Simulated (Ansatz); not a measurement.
**Structures of GeSb2Te4: which is lowest?**

Plane-wave DFT in Ansatz with scalar-relativistic PAW potentials, cutoff 420 eV, Γ-centred meshes chosen by cell and gap, Gaussian smearing with energies taken to zero width. Every cell was relaxed (cell and atoms) in a run of its own, within the symmetry of its start. Functional: PBEsol.

Relaxed structures (starts from databases or built by putting these elements on another compound's sites):
A. I-4m2, 7 atoms in the computed cell, a = 6.014 Å, c = 11.887 Å; sites (symmetry × multiplicity) Ge -4m2 × 2, Sb -4m2 × 2 + -4m2 × 2, Te 2mm. × 4 + 2mm. × 4; start: database
B. R3m, 7 atoms in the computed cell, a = 4.234 Å, c = 40.413 Å; sites (symmetry × multiplicity) Ge 3m × 3, Sb 3m × 3 + 3m × 3, Te 3m × 3 + 3m × 3 + 3m × 3 + 3m × 3; start: database

Question: Rank them by energy. Could pressure change the order?

Answer:
| structure | group | E − E(lowest) (meV/atom) | V (Å³/atom) | gap on mesh (eV) |
| --- | --- | --- | --- | --- |
| B | R3m | 0.0 | 29.88 | 0.18 |
| A | I-4m2 | 99 | 30.71 | 0.00 |

B is lowest, 99 meV/atom under A. The lowest is also the densest of these, so pressure wouldn't bring one of the others in at first order. Other structures may lie lower than all of these, and vibrations aren't counted.

Spin-orbit coupling is left out, which matters for the bands of heavy elements.